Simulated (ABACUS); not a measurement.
A self-consistent single point of GaSb (F-43m, 2 atoms in the cell; from Materials Project mp-1156, lattice scaled a little) with ABACUS.

All values come from this method and carry its errors: PBE, numerical atomic orbitals DZ (confined pseudo-atomic orbitals with Gaussian additions; energy shift 0.003 Ry), PseudoDojo 0.5 standard norm-conserving PBE (tails mended) pseudopotentials in ABACUS 3.10.1.

```xyz
2
Lattice="0.0000 3.0428 3.0428 3.0428 0.0000 3.0428 3.0428 3.0428 0.0000" Properties=species:S:1:pos:R:3 pbc="T T T"
Ga     0.0000     0.0000     0.0000
Sb     4.5642     4.5642     4.5642
```

Reference input (self-consistent single point, DFT, PBE, plane waves, PseudoDojo 0.5 standard norm-conserving PBE (tails mended) pseudopotentials): KPT = Gamma 9 9 9 0 0 0; basis_type = pw; dft_functional = PBE; ecutwfc = 80 Ry; smearing_method = fd; smearing_sigma = 0.00734986 Ry; potentials = PseudoDojo 0.5 standard norm-conserving PBE (tails mended); symmetry = 1; symmetry_prec = 1e-05; ks_solver = cg; scf_nmax = 100; scf_thr = 1.0e-09 Ry. This run's input differs from it in these lines:

```diff
@@ -4,6 +4,7 @@
 calculation          scf
-basis_type           pw
+basis_type           lcao
 pseudo_dir           ./
+orbital_dir          ./
 dft_functional       PBE
-ecutwfc              80.0
+ecutwfc              100.0
 symmetry             1
@@ -12,5 +13,5 @@
 smearing_sigma       0.00734986
-ks_solver            cg
+ks_solver            genelpa
 scf_nmax             100
-scf_thr              1.0e-09
+scf_thr              1.0e-07
 mixing_type          broyden
@@ -18,2 +19,3 @@
 cal_stress           1
+out_mul              1
 device               cpu
@@ -23,2 +25,6 @@
 Sb 121.760 Sb.upf
+
+NUMERICAL_ORBITAL
+Ga_pbe_9.5au_2s2p1d.orb
+Sb_pbe_7.9au_2s2p1d.orb
```

Output (repeated stretches shortened):

```
 SELF-CONSISTENT
 -------------------------------------------

                  longest orb rcut (Bohr) = 9.5
   longest nonlocal projector rcut (Bohr) = 2.14
                     search radius (Bohr) = 23.3

                          real space grid = [ 54, 54, 54 ]
                                 init_chg = atomic

 LCAO ALGORITHM --------------- ION=   1  ELEC=   1--------------------------------

 Density error is 0.023581952945
 E_KohnSham     -334.7894578622      -4555.0442572566
 E_Fermi        0.6366039311         8.6614408318

 LCAO ALGORITHM --------------- ION=   1  ELEC=   2--------------------------------

   [... lines left out ...]

   [... 4 blocks of this kind left out ...]

 LCAO ALGORITHM --------------- ION=   1  ELEC=   7--------------------------------

 Density error is 1.27908971491e-07
 E_KohnSham     -334.7905131723      -4555.0586154872
 E_Fermi        0.6496679993         8.8391865994

 LCAO ALGORITHM --------------- ION=   1  ELEC=   8--------------------------------

 Density error is 1.48681934784e-08
 E_KohnSham     -334.7905131723      -4555.0586154876
 E_KS(sigma->0) -334.7904602451      -4555.0578953763
 E_entropy(-TS) -0.0001058544        -0.0014402224
 E_Fermi        0.6496680861         8.8391877794
 charge density convergence is achieved
 final etot is -4555.0586155 eV
 EFERMI = 8.8391877794 eV

 STATE ENERGY(eV) AND OCCUPATIONS    NSPIN == 1
   [... 21 lines left out ...]

 TOTAL-FORCE (eV/Angstrom)
                       Ga1         0.0000000000         0.0000000000         0.0000000000
                       Sb1         0.0000000000         0.0000000000         0.0000000000

 TOTAL-STRESS (KBAR)
        53.2996389894         0.0000000000         0.0000000000
         0.0000000000        53.2996389894         0.0000000000
         0.0000000000        -0.0000000000        53.2996389894
 TOTAL-PRESSURE: 53.299639 KBAR

 --------------------------------------------
 !FINAL_ETOT_IS -4555.0586154875563807 eV
 --------------------------------------------
```

The run converged in 8 iterations. Against the reference run the free energy goes up by 287 meV/atom and the pressure goes from 3.21 to 5.33 GPa.

The atom-centred basis is finite, which shifts total energies and pressures against plane waves. This run is one point of a test of settings, so its values need not be converged; read them against the reference run alone. The structure comes from a collection of computed structures, made at another level of theory; the collection holds predicted forms beside known ones. Its lattice was then scaled.

The atomic orbitals were generated for these runs; they are not ABACUS's published sets and were checked against plane waves on a few crystals only.

“Tails mended”: in these copies of the files the far tail of each local potential was reset to the Coulomb form.
